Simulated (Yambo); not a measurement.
## Mg2FeH6: sweep of GW parameters

G0W0@PBEsol for Mg$_{2}$FeH$_{6}$ (space group Fm-3m, No. 225) in Yambo. Reference settings: 4×4×4 Γ-centred k mesh, bands 13 to 126 and a 8 Ry block in the screening, 126 bands in G with the Bruneval-Gonze terminator, plasmon pole fitted at 27.2 eV. The PBEsol gap W → X on this mesh is 1.76 eV; G0W0 gaps are taken between the same points.

```
change from the reference     G0W0 gap W → X (eV)  shift of the valence edge (eV)
----------------------------  -------------------  ------------------------------
reference settings                           2.87                           -0.05
52 bands in W, 52 bands in G                 2.86                            0.11
52 bands in G                                2.87                           -0.06
82 bands in G                                2.87                           -0.06
pole fitted at 40 eV                         2.88                           -0.09
```

The reference isn't shown to be the converged limit.

Geometry of the Materials Project entry, not relaxed at this level; primitive cell a = b = c = 4.4937 Å, α = β = γ = 60.00°.

The runs are not spin-polarised; magnetic order was not tried.

A shift is the quasiparticle energy of the state minus its PBEsol energy.
